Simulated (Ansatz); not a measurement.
Starting cell, Sn (diamond):

```
CELL_PARAMETERS angstrom
      0.00000     3.32763     3.32763
      3.32763     0.00000     3.32763
      3.32763     3.32763     0.00000
ATOMIC_POSITIONS crystal
  Sn 0.50000 0.50000 0.50000
  Sn 0.75000 0.75000 0.75000
```

In this cell atom 2 (Sn, nearest neighbour Sn at 2.882 Å; its periodic images, 4.7 Å or more away, move with it) is moved by s along Cartesian [111], unit vector (0.577, 0.577, 0.577); all other atoms and the cell stay fixed.

Level of theory: PBE (plane waves to 420 eV, PAW, scalar-relativistic; Ansatz, a first-principles code). k mesh 10×10×10 (Γ-centred), Fermi-Dirac smearing 0.05 eV. The energy includes the smearing's −TS. With partly filled bands, energies and forces of such displacements shift with the k mesh and the smearing. Sn was relaxed with its symmetry unable to fall. The relaxed volume of Sn is well above the measured one; the method has no dispersion term. The zero of ΔE is the undisplaced structure. The last digit holds for this mesh only.

```csv
s (Å),ΔE (meV/cell)
-0.290,361.3
-0.232,218.4
-0.174,115.6
-0.116,48.0
-0.058,11.1
0.000,0.0
0.058,9.8
0.116,withheld
0.174,83.3
0.232,142.7
0.290,213.2
```

### Question
Fit a polynomial form (powers 2, 3, 4) to the given rows and predict ΔE at s = 0.116.

### Answer
Least squares on the 10 given rows: ΔE = (3221)·s² + (-3036)·s³ + (2333)·s⁴, in meV/cell with s in Å; root-mean-square residual 0.34 meV/cell. At 0.116 the fit gives 39.0 meV/cell; the calculation gives 38.2 meV/cell, so the interpolation is off by 0.8 (+2.1 %). The quadratic term alone would give 43.3 meV/cell.

(For displaced atoms, the force is minus the slope of the energy, and its curvature is a force constant, which sets phonon frequencies.)
